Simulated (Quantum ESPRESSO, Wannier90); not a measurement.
**Wannier functions of Sn$_{2}$SeS (Pmc2₁)**

```
Sn2SeS
1.0
    4.03850     0.00000     0.00000
    0.00000     4.65176     0.00000
    0.00000     0.00000    11.48963
Sn Se S
4 2 2
Direct
  0.00000   0.10539   0.61744
  0.00000   0.89461   0.11744
  0.50000   0.35857   0.37707
  0.50000   0.64143   0.87707
  0.00000   0.75679   0.35275
  0.00000   0.24321   0.85275
  0.50000   0.74453   0.65274
  0.50000   0.25547   0.15274
```

Materials Project entry mp-1218960; symmetrised, unrelaxed at this level. Not found in the COD (Crystallography Open Database) copy used; not checked further. Computed values, not measurements, from PBEsol: Quantum ESPRESSO (norm-conserving PseudoDojo potentials, cutoff 69 Ry, no spin polarisation, no spin-orbit coupling) on a Γ-centred 4×4×4 mesh, then Wannier90. Density: 8×8×4 mesh, Gaussian smearing 0.01 Ry. The cell is built of weakly bound layers, chains or molecules, whose nearest atoms lie 3.45 Å apart. Database cells relaxed without dispersion often hold them too far apart, which can enlarge gaps and weakens couplings between them; spacing and stacking were not compared with the measured crystal. Spin-orbit coupling is left out although heavy elements are present.

Base run: 32 functions from bands 31-78 of the 78 computed, start hydrogen-like Sn: s;p; Se: s;p; S: s;p, centres 0.05 Å off the atoms, frozen window up to 2.16 eV relative to the valence-band maximum, outer window open. Rows change the key named; with other orbitals the number of functions and the frozen window follow, as listed; window edges are relative to the valence-band maximum. The misfit compares interpolated bands with pw.x on a high-symmetry path, for states up to 1.7 eV relative to the valence-band maximum. Converged means that the tolerances were met: symmetric starts can stop on a saddle, which shows as a larger Ω_OD at equal Ω_I and can move the misfit too.

| setting | functions | frozen to (eV) | Ω_I (Å²) | Ω_D (Å²) | Ω_OD (Å²) | rms misfit (meV) | worst (meV) | ended |
|---|---|---|---|---|---|---|---|---|
| base | 32 | 2.16 | 45.20 | 0.04 | 8.94 | 8.4 | 79 | converged |

Problem. Starting from this base row, predict which settings stop with an error, and how Ω_I and the misfit move in the others: only the lowest 40 of the kept bands; only the lowest 44 of the kept bands; dis_mix_ratio = 1.0.

Solution. 
```tsv
setting	functions	frozen to (eV)	Ω_I (Å²)	Ω_D (Å²)	Ω_OD (Å²)	rms misfit (meV)	worst (meV)	ended
only the lowest 40 of the kept bands	32	2.16	48.66	0.06	9.08	8.9	71	converged
only the lowest 44 of the kept bands	32	2.16	46.62	0.05	8.99	8.2	73	converged
dis_mix_ratio = 1.0	32	2.16	45.20	0.04	8.94	8.4	79	converged
```
